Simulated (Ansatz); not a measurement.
**Tl₄BrCl₃: ab initio molecular dynamics**

Theory: DFT PBEsol, scalar-relativistic, plane waves, PAW in Ansatz. Settings: plane waves to 420 eV, k-mesh 2×2×1 (shifted by 0.5, 0.5, 0.0 steps), Fermi–Dirac smearing 0.16 eV. The mesh is coarse. Spin–orbit coupling is left out, which matters for the heavy elements here. No spin polarisation.

16 atoms, starting at 1.06 times the perfect crystal's volume (space group Pmmm, the cell as given, not relaxed at this level); Langevin thermostat at 1800 K (friction 0.02 fs⁻¹), fixed cell; 71 steps of 3 fs. The run is short and not equilibrated.

First frame:

```
Tl Br Cl
1.0
     4.02145   -5.68434    0.00000
     4.02145    5.68434    0.00000
     0.00000    0.00000   11.35701
Tl Br Cl
8 2 6
Direct
  0.00000 0.00000 0.50000
  0.50000 0.50000 0.50000
  0.75000 0.25000 0.74572
  0.25000 0.75000 0.74572
  0.00000 0.00000 0.00000
  0.50000 0.50000 0.00000
  0.75000 0.25000 0.25428
  0.25000 0.75000 0.25428
  0.00000 0.50000 0.00000
  0.50000 0.00000 0.00000
  0.25000 0.25000 0.25092
  0.75000 0.75000 0.25092
  0.00000 0.50000 0.50000
  0.50000 0.00000 0.50000
  0.25000 0.25000 0.74908
  0.75000 0.75000 0.74908
```

- Mean temperature over the second half: 1785 K
- Mean pressure over the second half (kinetic part included): 1.5 GPa
- Mean potential energy above the perfect crystal (as given, at volume ratio 1; besides heat the difference comes from the volume, 6 % larger, and the crystal's own forces of up to 0.05 eV/Å and pressure of -2.5 GPa; its own run had another smearing, without effect beside its gap): 146 meV/atom
- Mean-square drift of Br from first to last step (mean shift of all atoms removed): 1.21 Å²
- Mean-square drift of Cl from first to last step (mean shift of all atoms removed): 0.53 Å²
- Mean-square drift of Tl from first to last step (mean shift of all atoms removed): 0.18 Å²

Pair distribution functions g(r), second half of the run, up to half the cell's height:

```
r (Å) Br-Tl Cl-Cl Cl-Tl
 2.35    0.0    0.0    0.0
 2.45    0.0    0.0    0.2
 2.55    0.0    0.0    1.8
 2.65    0.0    0.0    1.6
 2.75    0.8    0.0    1.1
 2.85    1.8    0.0    1.6
 2.95    3.0    0.0    2.4
 3.05    3.4    0.1    2.9
 3.15    2.8    1.0    1.8
```

Along the run (potential energy from its first value; pressure with the kinetic part):

```tsv
t (fs)	T (K)	ΔE_pot (meV/atom)	P (GPa)
0.0	1688	0.0	-2.5
6.0	1693	0.2	-2.5
12.0	1464	1.1	-2.5
18.0	1657	2.6	-2.4
24.0	1324	4.6	-2.4
30.0	1334	7.4	-2.2
36.0	1549	11.0	-2.0
42.0	1850	15.5	-1.6
48.0	2103	21.0	-1.3
54.0	2378	26.4	-0.8
60.0	2724	31.9	-0.3
66.0	2039	39.3	-0.2
72.0	1514	50.1	0.1
78.0	1614	61.2	0.5
84.0	1800	78.0	1.1
90.0	1791	95.9	1.6
96.0	1690	107.6	1.9
102.0	1291	117.6	2.1
108.0	1897	125.0	2.5
114.0	1798	130.6	2.6
120.0	1861	132.2	2.6
126.0	1814	128.7	2.5
132.0	2053	119.9	2.4
138.0	1868	112.5	2.1
144.0	2039	102.5	1.8
150.0	2543	90.3	1.6
156.0	1929	84.4	1.1
162.0	1744	84.3	0.8
168.0	1792	89.7	0.8
174.0	2044	98.5	0.9
180.0	1421	109.8	0.8
186.0	1194	118.4	0.8
192.0	1211	122.6	0.8
198.0	1367	123.7	0.8
204.0	1784	125.7	1.1
210.0	2004	122.5	1.1
```

Cost: 1 run of about 6.2 core-minutes (earlier runs that led there not counted), on Intel Xeon 6975P-C (Granite Rapids) (shared hosts).